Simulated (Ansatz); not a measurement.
# As (black arsenic (Cmce)): energy against volume

All numbers below come from DFT, LDA (PW92), plane waves (420 eV) with PAW, scalar-relativistic (Ansatz 0.2.0). The PAW files were generated under PBE, with cores re-solved for the functional.

The cell is scaled uniformly from the relaxed one, with fractional coordinates and shape fixed. Energies are extrapolated to zero smearing, pressures are those at the given smearing. Because the bonds are stretched with the cell, B₀ of this curve lies above the true bulk modulus of such a structure. Magnetic state: spin not included.

A Birch-Murnaghan fit gives V₀ = 21.08 Å³/atom, B₀ = 79 GPa, B₀′ = 4.2.

Problem. What are the energy above the minimum and the pressure at 19.398 Å³/atom?

Solution. 38.2 meV/atom and 7.81 GPa as computed.

Problem. What are the energy above the minimum and the pressure at 20.241 Å³/atom?

Solution. 8.8 meV/atom and 3.48 GPa as computed.

Problem. What are the energy above the minimum and the pressure at 23.615 Å³/atom?

Solution. 61.5 meV/atom and -7.04 GPa as computed.
